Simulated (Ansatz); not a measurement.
## Property card for PtW

PtW:
```xyz
2
Lattice="2.7137 0.0000 0.0000 0.0000 2.7137 0.0000 0.0000 0.0000 4.1000" Properties=species:S:1:pos:R:3 pbc="T T T"
Pt     0.0000     0.0000     0.0000
W      1.3569     1.3569     2.0500
```

Space group P4/mmm (No. 123), L1₀ or tetragonal B2; conventional cell a = b = 2.714 Å, c = 4.100 Å, α = β = γ = 90.00°.

Method: PBEsol (plane waves, PAW; program Ansatz). Geometry: relaxed at this level of theory. Other levels are named where they apply.

Cell and energy:

| Item | Value |
|---|---|
| Volume per atom | 15.10 Å³ |
| Density | 20.84 g/cm³ |
| Formation energy from the elements (no fitted shifts) | -0.20 eV/atom |

Electronic structure:

| Item | Value |
|---|---|
| Electronic character | metallic (no gap) |
| Density of states at the Fermi level | 0.72 states/eV per atom (mean over ±0.08 eV) |
| Gap with spin–orbit coupling | none (metallic) |

Mechanics:

| Quantity | Result |
|---|---|
| Bulk modulus (Birch–Murnaghan fit) | 323 GPa |
| Pressure derivative B′ | 4.7 |
| Elastic constants (relaxed ions, GPa) | C11 = 648, C12 = 95.0, C13 = 225, C33 = 519, C44 = 207, C66 = 70.0 |
| Mechanical stability | stable (all eigenvalues of C positive) |
| Hill bulk and shear moduli | 323 and 163 GPa |
| Young's modulus | 419 GPa |
| Poisson's ratio | 0.28 |
| Debye temperature from the elastic constants | 376 K |

Phonons:

| Quantity | Result |
|---|---|
| Highest zone-centre frequency | 165 cm⁻¹ |
| Zone-centre stability | no imaginary mode at Γ |

The start of the workflow was typed in or built on a structure type; neither database checked (COD, Materials Project) lists it. Whether it is the stable phase at ambient conditions was not checked. The PBEsol relaxation kept the symmetry of its start. The run is not spin-polarised. As this level gives no gap, shear constants depend on the k-mesh and smearing (Fermi–Dirac, 0.1 eV here). As this level gives no gap, phonon frequencies hold no LO–TO term and depend on the k-mesh and smearing (Fermi–Dirac, 0.1 eV here). Axis ratios of metals converge slowly with the k-mesh, so a and c are less sure than the volume. On the denser mesh and wider smearing of the elastic run this cell carries a stress of 0.3 GPa. The references are the lowest solids computed at this level, not always the standard phases. Spin–orbit coupling is left out wherever it is not named.

Potentials: the later of the program's two PAW sets.
